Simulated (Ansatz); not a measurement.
Method: Ansatz 0.2.0, DFT PBE, scalar-relativistic, plane waves, PAW. Cutoff 420 eV, Γ-centred meshes of about 0.25 Å⁻¹ or finer for metals and 0.3 Å⁻¹ for insulators (2π included), Gaussian smearing. No spin polarisation.

All energies are static (0 K, no zero-point motion).

Compare these two cells of Na4AlO, each relaxed at this level.

A. Space group P2/m (No. 10), monoclinic, a = 5.757 Å, b = 3.372 Å, c = 7.447 Å, β = 95.7°. Around Na on its first site lie 2 O at 2.25 Å, 3 Na at 2.99–3.12 Å, 1 Al at 3.20 Å and 5 Na at 3.31–3.48 Å; Na on its second site has 1 O at 2.29 Å, 2 Na at 3.12 Å, 2 Al at 3.28 Å and 5 Na at 3.31–3.42 Å; Al is surrounded by 6 Na at 3.20–3.28 Å and 2 Al at 3.37 Å; O is surrounded by 6 Na at 2.25–2.29 Å.

B. Space group P4/mbm (No. 127), tetragonal, a = 6.143 Å, c = 7.708 Å. Around Na on a site of symmetry 4 lie 1 O at 2.30 Å, 5 Na at 3.11–3.20 Å and 4 Al at 3.44 Å; around Na on a site of symmetry m2m lie 2 O at 2.23 Å and 9 Na at 3.15–3.33 Å; Al has 8 Na at 3.44 Å; around O lie 6 Na at 2.23–2.30 Å.

Question: Which form is favoured at zero pressure, and by what margin per atom?

Answer: A is lower, by 26 meV/atom. A has space group P2/m (No. 10), 24.0 Å³/atom and no gap on its mesh; B has space group P4/mbm (No. 127), 24.2 Å³/atom and no gap. Both come from trial cells of a structure search, whose lowest cell (P-1, 26.9 Å³/atom) lies 191 meV/atom below the lower of the two.

The k mesh leaves some 4 meV/atom of noise in the energy of each metallic cell. A magnetic state wasn't ruled out in cells without spin, among them P4/mbm. Trial moments fell under 0.15 μB along the way in P2/m and P4/mbm; another start might hold them. Cells relaxed within their symmetry can be saddle points. Some structure types and database cells were kept out of the candidates from the start, so a known form may be missing.
